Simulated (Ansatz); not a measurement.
GdY7F24: what a change of basis.ecutrho_ratio does

Level of theory: PBEsol+U (Gd 6 eV), collinear spin, scalar-relativistic; Ansatz, plane waves to 420 eV (PAW set soft_2), k-mesh 2×2×2 shifted by half a step. These are the settings of the reference run.

Cell:

```
cell
1.0
    -6.3309    0.0000    4.3692
     6.3309    0.0000    4.3692
     0.0000    6.8394   -4.3692
Gd Y F
1 7 24
Direct
  0.5289 0.1589 0.7499
  0.0291 0.6597 0.7499
  0.9094 0.7789 0.2503
  0.4090 0.2785 0.2495
  0.5913 0.7204 0.7499
  0.0893 0.2215 0.7499
  0.9724 0.3406 0.2516
  0.4707 0.8389 0.2482
  0.3254 0.4896 0.4371
  0.8241 0.9913 0.4356
  0.5555 0.8844 0.5609
  0.0535 0.3884 0.5629
  0.7623 0.4263 0.0667
  0.2596 0.9245 0.0616
  0.3593 0.1978 0.9383
  0.8613 0.6947 0.9365
  0.1592 0.6827 0.2514
  0.6577 0.1813 0.2484
  0.9315 0.9075 0.7499
  0.4269 0.4100 0.7499
  0.5700 0.5918 0.2502
  0.0698 0.0915 0.2496
  0.3430 0.8186 0.7499
  0.8457 0.3218 0.7499
  0.1384 0.3056 0.0642
  0.6382 0.8024 0.0627
  0.7445 0.0735 0.9390
  0.2405 0.5755 0.9369
  0.9480 0.6129 0.4383
  0.4456 0.1095 0.4332
  0.1709 0.0094 0.5616
  0.6747 0.5082 0.5633
```

The reference run of this cell is solved again as a single point with these keys changed:

| key | reference run | changed run |
| --- | --- | --- |
| basis.ecutrho_ratio | not typed | 9 |

**Question.** Does this change matter?

**Answer.** 

| quantity | reference run | changed run |
| --- | --- | --- |
| energy, changed less reference (meV an atom) | 0 | 0.0 |
| largest force (eV/Å) | 0.00 | 0.00 |
| gap on the mesh (eV) | 7.56 | 7.56 |
| moment of the cell (μB) | 7.00 | 7.00 |

The results hardly move, so this setting matters little here, or the typed value is the one that the program takes anyway. It took 16 iterations.

Caveats: the reference run: open f or d shells may hold a state above the lowest; a single point, atoms not relaxed again; semilocal functionals make gaps too small and can close them.
